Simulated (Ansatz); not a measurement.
MgI2:
```xyz
3
Lattice="4.1243 0.0000 0.0000 -2.0621 3.5717 0.0000 0.0000 0.0000 6.8321" Properties=species:S:1:pos:R:3 pbc="T T T"
Mg     0.0000     0.0000     0.0000
I      0.0000     2.3812     1.6773
I      2.0621     1.1906     5.1548
```

Relaxed with PBE+D3(BJ).

Task: Map the valence electron density (e/Å³), cut off at 0.8 on the plane through (0.000, 0.000, 0.000) spanned by u = [0, 0, 1] and v = [1, -1, 0] in lattice vectors, from PBE+D3(BJ) in the plane-wave PAW code Ansatz.

Result: x is the fraction of u, y of v (the angle between them is 90°; rows are the nearest grid lines); atoms in the plane: Mg at (0.00, 0.00), I at (0.25, 0.33), I at (0.75, 0.67).
```
|99992100000000000000000000000129999|
|99951000000000000000000000000115999|
|99521000000000000000000000111112699|
|11000000000000000000001122332221111|
|10000000000000000000112345554332111|
|10000000000000000001246999999853211|
|10000000000000000011369999999974311|
|10000000000000000012599999999996321|
|10000000000000000012599999999996321|
|10000000000000000012489999999995311|
|00000111111000000001246999999753210|
|00011122222110000000124578876532110|
|01123567887542100000001122222111000|
|01235799999964210000000011111100000|
|11359999999998421000000000000000001|
|12369999999999521000000000000000001|
|12369999999999521000000000000000001|
|11347999999996311000000000000000001|
|11235899999964210000000000000000001|
|11123345554321100000000000000000001|
|11112223322110000000000000000000011|
|99621111100000000000000000000012599|
|99951100000000000000000000000015999|
|99992100000000000000000000000129999|
```
Scale: ten equal steps from 0.005 (start of '0') to 0.800 (end of '9'), in the order '0123456789'; x runs from 0.000 to 1.00, y from 0.000 (bottom) to 1.00 (top).

The density is the valence pseudo-density with augmentation charge, so density and ELF within about 1 Å of a nucleus are not all-electron values.

Space group P-3m1 (CdI2 type). The PBE+D3(BJ) relaxation kept the symmetry of its start; phonons on a q-mesh show no instability. Spin–orbit coupling is left out wherever it is not named.

Potentials: the later of the program's two PAW sets.
